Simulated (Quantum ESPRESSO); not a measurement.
Si2BPC4, one run as intended and one with a planted mistake

A calculation, not a measurement. The program is pw.x of Quantum ESPRESSO 7.5 (plane-wave density functional theory). The cell is made up: 8 atoms on a wurtzite lattice, with randomly drawn elements, strain and displacements, not relaxed. PseudoDojo standard norm-conserving files (v0.5 for PBE, v0.4.1 for LDA and PBEsol) set the functional; there is no spin polarisation, spin-orbit coupling or dispersion term, and the masses in the input are unused placeholders.

Intended input:

```
&control calculation='scf', pseudo_dir='./dojo.nc.sr.pbe.v0_5.standard.upf', outdir='./o', disk_io='low', tprnfor=.true., tstress=.true. /
&system ibrav=0, nat=8, ntyp=4, nbnd=22, ecutwfc=82.02448710, nosym=.true., tot_charge=0,
 occupations='smearing', smearing='fd', degauss=0.0018374661
/
&electrons conv_thr=7.350e-09, electron_maxstep=60, /
ATOMIC_SPECIES
B 1.0 B.upf
C 1.0 C.upf
P 1.0 P.upf
Si 1.0 Si.upf
CELL_PARAMETERS angstrom
3.0604 -0.0312 -0.0105
-0.0541 5.2045 0.0304
-0.0172 0.0287 4.8868
ATOMIC_POSITIONS angstrom
Si 0.0337 0.1026 -0.075
Si 1.4473 2.5226 -0.0266
B 1.4236 0.8708 2.5736
P 0.0667 3.3839 2.4506
C -0.0046 -0.0884 1.8145
C 1.5737 2.6752 1.9152
C 1.4236 0.9499 4.2567
C 0.0206 3.3308 4.2704
K_POINTS automatic
6 4 4 1 1 1
```

The log is shortened where brackets say so; the opening notice, blank lines, dates and the lines on written files are dropped, and the path of the files is cut. It prints rydbergs, bohrs and kilobars, and counts compression as positive stress.

Log of the intended run:

```
     Program PWSCF v.7.5
     Parallel version (MPI & OpenMP), running on       4 processor cores
     Number of MPI processes:                 4
     Threads/MPI process:                     1
     [start-up lines left out]
     bravais-lattice index     =            0
     lattice parameter (alat)  =       5.7837  a.u.
     unit-cell volume          =     525.1851 (a.u.)^3
     number of atoms/cell      =            8
     number of atomic types    =            4
     number of electrons       =        32.00
     number of Kohn-Sham states=           22
     kinetic-energy cutoff     =      82.0245  Ry
     charge density cutoff     =     328.0979  Ry
     scf convergence threshold =      7.3E-09
     mixing beta               =       0.7000
     number of iterations used =            8  plain     mixing
     Exchange-correlation= PBE
                           (   1   4   3   4   0   0   0)
     [axes and pseudopotential details left out]
   Cartesian axes
     site n.     atom                  positions (alat units)
         1        Si     tau(   1) = (   0.0110110   0.0335231  -0.0245052  )
         2        Si     tau(   2) = (   0.4728847   0.8242237  -0.0086912  )
         3        B      tau(   3) = (   0.4651410   0.2845215   0.8408872  )
         4        P      tau(   4) = (   0.0217933   1.1056412   0.8006987  )
         5        C      tau(   5) = (  -0.0015030  -0.0288834   0.5928621  )
         6        C      tau(   6) = (   0.5141841   0.8740835   0.6257643  )
         7        C      tau(   7) = (   0.4651410   0.3103663   1.3908162  )
         8        C      tau(   8) = (   0.0067308   1.0882915   1.3952924  )
     number of k points=    48  Fermi-Dirac smearing, width (Ry)=  0.0018
                       cart. coord. in units 2pi/alat
        k(    1) = (   0.0843600   0.0739284   0.0781496), wk =   0.0416667
        k(    2) = (   0.0848879   0.0730193   0.2347305), wk =   0.0416667
     [further k points left out]
     Dense  grid:    52737 G-vectors     FFT dimensions: (  36,  60,  54)
     Estimated max dynamical RAM per process >      87.75 MB
     Estimated total dynamical RAM >     312.36 MB
     Initial potential from superposition of free atoms
     starting charge      31.9982, renormalised to      32.0000
     Starting wfcs are   32 randomized atomic wfcs
     total cpu time spent up to now is        1.4 secs
     per-process dynamical memory:    68.2 Mb
     Self-consistent Calculation
     iteration #  1     ecut=    82.02 Ry     beta= 0.70
     Davidson diagonalization with overlap
     ethr =  1.00E-02,  avg # of iterations =  3.5
     total cpu time spent up to now is        2.6 secs
     total energy              =     -84.15213462 Ry
     estimated scf accuracy    <       1.50360648 Ry
     iteration #  2     ecut=    82.02 Ry     beta= 0.70
     Davidson diagonalization with overlap
     ethr =  4.70E-03,  avg # of iterations =  2.0
     total cpu time spent up to now is        3.7 secs
     total energy              =     -84.59571533 Ry
     estimated scf accuracy    <       0.53175908 Ry
     [iterations 3 to 10 left out]
     iteration # 11     ecut=    82.02 Ry     beta= 0.70
     Davidson diagonalization with overlap
     ethr =  3.46E-10,  avg # of iterations =  1.9
     total cpu time spent up to now is       14.4 secs
     total energy              =     -84.68336216 Ry
     estimated scf accuracy    <       0.00000003 Ry
     iteration # 12     ecut=    82.02 Ry     beta= 0.70
     Davidson diagonalization with overlap
     ethr =  9.92E-11,  avg # of iterations =  2.0
     total cpu time spent up to now is       15.3 secs
     End of self-consistent calculation
     [lines on levels left out]
!    total energy              =     -84.68336216 Ry
     estimated scf accuracy    <          2.9E-09 Ry
     smearing contrib. (-TS)   =      -0.00000000 Ry
     internal energy E=F+TS    =     -84.68336216 Ry
     The total energy is F=E-TS. E is the sum of the following terms:
     one-electron contribution =      20.52689881 Ry
     hartree contribution      =       9.87965689 Ry
     xc contribution           =     -30.28728314 Ry
     ewald contribution        =     -84.80263471 Ry
     convergence has been achieved in  12 iterations
     Forces acting on atoms (cartesian axes, Ry/au):
     atom    1 type  4   force =    -0.11505174   -0.12266578    0.06570280
     atom    2 type  4   force =     0.13198161    0.06334577    0.09106747
     atom    3 type  1   force =     0.00906864   -0.04416703   -0.06496259
     atom    4 type  3   force =    -0.03920089    0.13519378    0.04048306
     atom    5 type  2   force =     0.02237975    0.08368012    0.09046856
     atom    6 type  2   force =    -0.01288556   -0.15497370   -0.05875608
     atom    7 type  2   force =     0.11875103   -0.10876107   -0.10998988
     atom    8 type  2   force =    -0.11504284    0.14834789   -0.05401336
     Total force =     0.457758     Total SCF correction =     0.000022
     Computing stress (Cartesian axis) and pressure
          total   stress  (Ry/bohr**3)                   (kbar)     P=        2.54
   0.00012190   0.00016863  -0.00000520           17.93       24.81       -0.76
   0.00016863   0.00009866  -0.00003943           24.81       14.51       -5.80
  -0.00000520  -0.00003943  -0.00016873           -0.76       -5.80      -24.82
     init_run     :      1.27s CPU      1.30s WALL (       1 calls)
     electrons    :     13.93s CPU     13.99s WALL (       1 calls)
     forces       :      0.22s CPU      0.23s WALL (       1 calls)
     stress       :      0.75s CPU      0.75s WALL (       1 calls)
     [timing details left out]
     PWSCF        :     16.23s CPU     16.35s WALL
     JOB DONE.
```

A second run has one planted mistake: two atoms have their elements exchanged. The input lines that differ, file-writing options aside:

```
- Si 1.4473 2.5226 -0.0266
+ C 1.4473 2.5226 -0.0266
- C 0.0206 3.3308 4.2704
+ Si 0.0206 3.3308 4.2704
```

Its log:

```
     Program PWSCF v.7.5
     Parallel version (MPI & OpenMP), running on       4 processor cores
     Number of MPI processes:                 4
     Threads/MPI process:                     1
     [start-up lines left out]
     bravais-lattice index     =            0
     lattice parameter (alat)  =       5.7837  a.u.
     unit-cell volume          =     525.1851 (a.u.)^3
     number of atoms/cell      =            8
     number of atomic types    =            4
     number of electrons       =        32.00
     number of Kohn-Sham states=           22
     kinetic-energy cutoff     =      82.0245  Ry
     charge density cutoff     =     328.0979  Ry
     scf convergence threshold =      7.3E-09
     mixing beta               =       0.7000
     number of iterations used =            8  plain     mixing
     Exchange-correlation= PBE
                           (   1   4   3   4   0   0   0)
     [axes and pseudopotential details left out]
   Cartesian axes
     site n.     atom                  positions (alat units)
         1        Si     tau(   1) = (   0.0110110   0.0335231  -0.0245052  )
         2        C      tau(   2) = (   0.4728847   0.8242237  -0.0086912  )
         3        B      tau(   3) = (   0.4651410   0.2845215   0.8408872  )
         4        P      tau(   4) = (   0.0217933   1.1056412   0.8006987  )
         5        C      tau(   5) = (  -0.0015030  -0.0288834   0.5928621  )
         6        C      tau(   6) = (   0.5141841   0.8740835   0.6257643  )
         7        C      tau(   7) = (   0.4651410   0.3103663   1.3908162  )
         8        Si     tau(   8) = (   0.0067308   1.0882915   1.3952924  )
     number of k points=    48  Fermi-Dirac smearing, width (Ry)=  0.0018
                       cart. coord. in units 2pi/alat
        k(    1) = (   0.0843600   0.0739284   0.0781496), wk =   0.0416667
        k(    2) = (   0.0848879   0.0730193   0.2347305), wk =   0.0416667
     [further k points left out]
     Dense  grid:    52737 G-vectors     FFT dimensions: (  36,  60,  54)
     Estimated max dynamical RAM per process >      87.75 MB
     Estimated total dynamical RAM >     312.36 MB
     Initial potential from superposition of free atoms
     starting charge      31.9982, renormalised to      32.0000
     Starting wfcs are   32 randomized atomic wfcs
     total cpu time spent up to now is        1.4 secs
     per-process dynamical memory:    68.2 Mb
     Self-consistent Calculation
     iteration #  1     ecut=    82.02 Ry     beta= 0.70
     Davidson diagonalization with overlap
     ethr =  1.00E-02,  avg # of iterations =  3.4
     total cpu time spent up to now is        2.6 secs
     total energy              =     -84.01519443 Ry
     estimated scf accuracy    <       0.89652748 Ry
     iteration #  2     ecut=    82.02 Ry     beta= 0.70
     Davidson diagonalization with overlap
     ethr =  2.80E-03,  avg # of iterations =  3.3
     total cpu time spent up to now is        3.9 secs
     total energy              =     -84.09059758 Ry
     estimated scf accuracy    <       0.73330130 Ry
     [iterations 3 to 10 left out]
     iteration # 11     ecut=    82.02 Ry     beta= 0.70
     Davidson diagonalization with overlap
     ethr =  2.46E-10,  avg # of iterations =  3.4
     total cpu time spent up to now is       14.2 secs
     total energy              =     -84.30074863 Ry
     estimated scf accuracy    <          1.0E-08 Ry
     iteration # 12     ecut=    82.02 Ry     beta= 0.70
     Davidson diagonalization with overlap
     ethr =  3.12E-11,  avg # of iterations =  3.3
     total cpu time spent up to now is       15.2 secs
     End of self-consistent calculation
     [lines on levels left out]
!    total energy              =     -84.30074864 Ry
     estimated scf accuracy    <          2.0E-09 Ry
     smearing contrib. (-TS)   =      -0.00000042 Ry
     internal energy E=F+TS    =     -84.30074822 Ry
     The total energy is F=E-TS. E is the sum of the following terms:
     one-electron contribution =      21.32473047 Ry
     hartree contribution      =       9.35954484 Ry
     xc contribution           =     -30.18238882 Ry
     ewald contribution        =     -84.80263471 Ry
     convergence has been achieved in  12 iterations
     Forces acting on atoms (cartesian axes, Ry/au):
     atom    1 type  4   force =    -0.12782863    0.08360636    0.11570867
     atom    2 type  2   force =     0.14111142   -0.12785548    0.09109017
     atom    3 type  1   force =     0.00783278   -0.02958471   -0.06565534
     atom    4 type  3   force =    -0.02326138    0.13608861   -0.47265923
     atom    5 type  2   force =     0.02437419    0.09013009    0.09150229
     atom    6 type  2   force =    -0.01107109   -0.19151755   -0.12943513
     atom    7 type  2   force =     0.12366182    0.10758698   -0.03661114
     atom    8 type  4   force =    -0.13481911   -0.06845430    0.40605970
     Total force =     0.784596     Total SCF correction =     0.000035
     Computing stress (Cartesian axis) and pressure
          total   stress  (Ry/bohr**3)                   (kbar)     P=      183.31
   0.00047863   0.00006763  -0.00012546           70.41        9.95      -18.46
   0.00006763   0.00052161  -0.00023310            9.95       76.73      -34.29
  -0.00012546  -0.00023310   0.00273819          -18.46      -34.29      402.80
     init_run     :      1.27s CPU      1.31s WALL (       1 calls)
     electrons    :     13.75s CPU     13.87s WALL (       1 calls)
     forces       :      0.22s CPU      0.23s WALL (       1 calls)
     stress       :      0.73s CPU      0.73s WALL (       1 calls)
     [timing details left out]
     PWSCF        :     16.03s CPU     16.22s WALL
     JOB DONE.
```

```
                                            intended run  run with the mistake
                          free energy (eV)     -1152.176             -1146.970
                    smearing term -TS (eV)        0.0000                0.0000
                            pressure (GPa)          0.25                 18.33
            largest force component (eV/Å)         3.985                12.153
largest change of a force component (eV/Å)                              13.193
                                iterations            12                    12
```

For scale, a rerun of the intended cell at 1347 eV and a 8 x 6 x 6 mesh moved values by no more than 0.002 eV in energy, 0.19 GPa in stress and 0.016 eV/Å in force.